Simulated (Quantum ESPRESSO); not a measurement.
# Band energies of BaO₂ at +2 % isotropic strain

```
BaO2
1.0
   -1.92337     1.92337     3.44255
    1.92337    -1.92337     3.44255
    1.92337     1.92337    -3.44255
O Ba
2 1
Cartesian
  0.00000   0.00000   2.70508
  0.00000   0.00000   4.18001
  0.00000   0.00000   0.00000
```

PBEsol (Quantum ESPRESSO, PseudoDojo norm-conserving, 84 Ry, without SOC); path ΓXYSΓZS1NPY1Z,XP; energies in eV from the valence-band maximum.

```
k (1/Å)  point  band 7  band 8  band 9  band 10  band 11  band 12  band 13  band 14
-------  -----  ------  ------  ------  -------  -------  -------  -------  -------
0.00         Γ   -6.36   -3.64   -3.64    -1.10    -1.10     3.19     4.28     5.01
0.42             -6.21   -4.52   -3.58    -1.45    -0.57     4.51     4.91     5.50
0.84             -5.90   -3.99   -3.37    -2.02    -0.17     4.75     6.11     6.42
1.16         X   -5.80   -3.37   -3.29    -2.18    -0.24     4.70     6.07     6.31
1.28             -5.79   -3.41   -3.38    -2.10    -0.24     4.69     6.02     6.44
1.52         Y   -5.72   -4.11   -3.45    -1.51    -0.19     4.56     5.73     6.27
1.74             -5.67   -4.52   -3.72    -0.94    -0.13     4.43     5.08     5.55
2.08         S   -5.65   -4.51   -4.39    -0.31    -0.19     4.28     4.30     5.43
2.18             -5.73   -4.66   -4.53    -0.44    -0.28     4.36     4.89     5.27
2.61             -6.12   -4.49   -4.38    -0.95    -0.76     4.80     4.92     5.64
3.04             -6.35   -3.70   -3.68    -1.10    -1.08     3.28     4.41     5.00
3.15         Γ   -6.36   -3.64   -3.64    -1.10    -1.10     3.19     4.28     5.01
3.45             -5.59   -3.66   -3.66    -0.79    -0.79     2.83     3.55     4.59
3.86             -5.24   -3.64   -3.64    -0.11    -0.11     2.17     3.67     5.40
4.06         Z   -5.44   -3.63   -3.63     0.00     0.00     2.07     4.17     5.58
4.29             -5.47   -3.85   -3.81    -0.05    -0.03     2.49     4.20     6.03
4.62        S1   -5.65   -4.51   -4.39    -0.31    -0.19     4.28     4.30     5.43
4.73             -5.62   -4.59   -4.46    -0.37    -0.24     4.17     4.59     5.34
5.15         N   -5.13   -4.80   -4.64    -0.49    -0.36     3.02     4.82     5.82
5.55             -5.11   -4.02   -4.01    -0.85    -0.81     3.28     5.47     6.39
5.96         P   -5.10   -3.40   -3.40    -1.17    -1.17     3.45     6.18     6.18
6.35             -5.59   -3.74   -3.42    -1.74    -0.34     4.28     5.87     6.77
6.54        Y1   -5.72   -4.11   -3.45    -1.51    -0.19     4.56     5.73     6.27
6.72             -5.64   -4.53   -3.53    -0.90    -0.13     4.41     4.87     5.61
7.07             -5.48   -4.10   -3.62    -0.10    -0.03     2.65     4.21     6.11
7.34         Z   -5.44   -3.63   -3.63     0.00     0.00     2.07     4.17     5.58
7.34         X   -5.80   -3.37   -3.29    -2.18    -0.24     4.70     6.07     6.31
7.79         P   -5.10   -3.40   -3.40    -1.17    -1.17     3.45     6.18     6.18
```

The PBEsol gap is direct, 2.07 eV at Z.

Geometry strained from the cell relaxed with PBEsol, atoms relaxed again.
